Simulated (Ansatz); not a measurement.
Consider the following.

Sb:
```cif
data_Sb2
_chemical_formula_sum 'Sb2'
_space_group_name_H-M_alt 'P 1'
_space_group_IT_number 1
_cell_length_a 3.31588
_cell_length_b 3.31588
_cell_length_c 5.48477
_cell_angle_alpha 90.000
_cell_angle_beta 90.000
_cell_angle_gamma 120.000
loop_
_space_group_symop_operation_xyz
  'x, y, z'
loop_
_atom_site_label
_atom_site_type_symbol
_atom_site_fract_x
_atom_site_fract_y
_atom_site_fract_z
_atom_site_occupancy
Sb1 Sb 0.33333 0.66667 0.25000 1
Sb2 Sb 0.66667 0.33333 0.75000 1
```

This is the PBEsol-relaxed structure.

Task: All from DFT-PBEsol in the program Ansatz with PAW potentials, unless another level is named. Estimate the electronic character.

Result: metallic (no gap).

Task: Predict the density of states at the Fermi level.

Result: 0.65 states/eV per atom (mean over ±0.08 eV).

Space group P6_3/mmc (hcp (Mg type)). The workflow started from an entry of the Crystallography Open Database (COD), which files this formula under 5 space groups. It is not the phase usual at ambient conditions (space group No. 166). The PBEsol relaxation kept the symmetry of its start; whether a distortion lowers the energy is not shown. Scalar-relativistic: spin–orbit coupling is off unless named, which matters more the heavier the elements.

Potentials: the later of the program's two PAW sets.
